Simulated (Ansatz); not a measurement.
The polar optical mode of AlN at 1 GPa, worked through

The calculation used DFT LDA, scalar-relativistic, plane waves, PAW (Ansatz). Settings: 420 eV plane-wave cutoff, Γ-centred 10×10×10 mesh, fixed occupations. No spin polarisation. Phonons by linear response, acoustic sum rule imposed.

The cell, relaxed at 1 GPa:
```
CELL_PARAMETERS angstrom
0.00000 2.16772 2.16772
2.16772 0.00000 2.16772
2.16772 2.16772 0.00000
ATOMIC_POSITIONS crystal
Al 0.00000 0.00000 0.00000
N 0.75000 0.75000 0.75000
```

Linear response gives ν_TO = 668.6 cm⁻¹, Born charges ±2.544 e (positive on Al) and ε∞ = 4.530. The primitive cell holds 20.372 Å³, and the masses are 26.982 and 14.007 amu.

Problem. Find ν_LO and the static dielectric constant.

Solution. The long-wave field adds a restoring force: ω_LO² − ω_TO² = Z*²e²/(ε_vac ε∞ μV). In these units ν_LO² − ν_TO² = 4.92064×10⁷ Z*²/(μ V ε∞) cm⁻², with μ = m₁m₂/(m₁ + m₂) = 9.220 amu: 374339 cm⁻². So ν_LO = √(668.6² + 374339) = 906.3 cm⁻¹, and the run gives 906.3. Lyddane–Sachs–Teller then gives ε0 = ε∞ (ν_LO/ν_TO)² = 8.32, against 8.32 in the run (it forms both from the same three quantities, so the match checks the arithmetic only). Between ν_TO and ν_LO the dielectric function is negative and an undamped crystal reflects fully: a reststrahlen band from 11.0 to 15.0 μm.

Problem. What do the Clausius–Mossotti polarisability and the Szigeti charge come to?

Solution. With the Lorentz local field, α = (3V/4π)(ε∞ − 1)/(ε∞ + 2) = 2.63 Å³ for the pair, and e_S = 3Z*/(ε∞ + 2) = 1.17 e. The Born charge includes the electrons' response to the dipole's own local field, and e_S takes that enhancement out. The Lorentz field assumes point-like polarisable ions, a poor picture once ε∞ is this large, since the electron clouds then overlap or are shared, so both numbers are formal here.

Problem. How strongly does a slow electron couple to the LO mode?

Solution. For one isotropic parabolic band, Fröhlich's constant is α_F = (1/ε∞ − 1/ε0) √(m* Ry/ħω_LO), with Ry = 13.606 eV, ħω_LO = 112.4 meV and m* in free-electron masses: α_F = 0.1006 × 11.00 × √m* = 1.11 √m*. The band mass isn't part of this run; for m* = 0.1, 0.3 and 1 it gives 0.35, 0.61, 1.11. In weak coupling the polaron lies α_F ħω_LO below the band edge (68 meV at m* = 0.3) with a mass m*(1 + α_F/6); past α_F of about 5 or 6 that expansion fails. A semilocal functional's ε∞ tends to be too large, which taken alone lowers α_F.

This zinc-blende form isn't the usual stable structure of the compound.

Cost: 1 run of about 0.86 core-minutes, on Intel Xeon Processor @ 2.50GHz (Skylake/Cascade Lake) (shared hosts).